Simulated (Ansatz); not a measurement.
Ta$_{2}$Mo$_{2}$O$_{11}$:
```yaml
crystal:
  lattice:
    - [2.82269, 1.62968, 8.55122]
    - [-2.82269, 1.62968, 8.55122]
    - [0.00000, -3.25937, 8.55122]
  atoms:
    - { symbol: Ta, position: [0.62798, 0.62798, 0.62798] }
    - { symbol: Ta, position: [0.37202, 0.37202, 0.37202] }
    - { symbol: Mo, position: [0.88702, 0.88702, 0.88702] }
    - { symbol: Mo, position: [0.11298, 0.11298, 0.11298] }
    - { symbol: O, position: [0.74588, 0.26063, 0.26063] }
    - { symbol: O, position: [0.25412, 0.73937, 0.73937] }
    - { symbol: O, position: [0.26063, 0.74588, 0.26063] }
    - { symbol: O, position: [0.73937, 0.25412, 0.73937] }
    - { symbol: O, position: [0.26063, 0.26063, 0.74588] }
    - { symbol: O, position: [0.73937, 0.73937, 0.25412] }
    - { symbol: O, position: [0.82078, 0.82078, 0.82078] }
    - { symbol: O, position: [0.17922, 0.17922, 0.17922] }
    - { symbol: O, position: [0.50000, 0.50000, 0.00000] }
    - { symbol: O, position: [0.00000, 0.50000, 0.50000] }
    - { symbol: O, position: [0.50000, 0.00000, 0.50000] }
```

Relaxed with r²SCAN. Special points in fractions of this cell's reciprocal vectors: Γ (0.000, 0.000, 0.000); T (0.500, 0.500, 0.500); H2 (0.809, 0.191, 0.500); H0 (0.500, -0.191, 0.191); L (0.500, 0.000, 0.000); S0 (0.345, -0.345, 0.000); S2 (0.655, 0.000, 0.345); F (0.500, 0.000, 0.500).

Question: List the band energies nearest the valence-band maximum at these points for r²SCAN (plane waves, PAW; program Ansatz).

Answer: In eV from the valence-band maximum; about four levels below and three above (degenerate sets whole), none deeper than 8.9 eV; points with the same levels are listed once.

```csv
k,below,above
Γ,-0.40 -0.40 -0.12 -0.12 0.00,3.10 3.10 4.16
T,-0.48 -0.06 -0.06 0.00,3.25 3.25 4.20
H2,-0.62 -0.45 -0.38 -0.28,3.88 4.03 4.46
L,-0.65 -0.46 -0.31 -0.05,3.45 4.37 4.69
S0,-0.65 -0.43 -0.37 -0.30,3.92 4.02 4.47
F,-0.64 -0.46 -0.35 -0.04,3.47 4.17 4.56
```

Space group R-3m. The workflow started from a Materials Project entry (that database holds measured and hypothetical structures alike); the Crystallography Open Database copy checked does not list it. Whether it is the stable phase at ambient conditions was not checked. The r²SCAN relaxation kept the symmetry of its start; whether a distortion lowers the energy is not shown. The run is not spin-polarised. No Hubbard U is applied. A crystal of weakly bound layers computed without a dispersion correction: the cell and the soft elastic constants depend strongly on that. Scalar-relativistic: spin–orbit coupling is off unless named, which matters more the heavier the elements.

Potentials: the later of the program's two PAW sets.
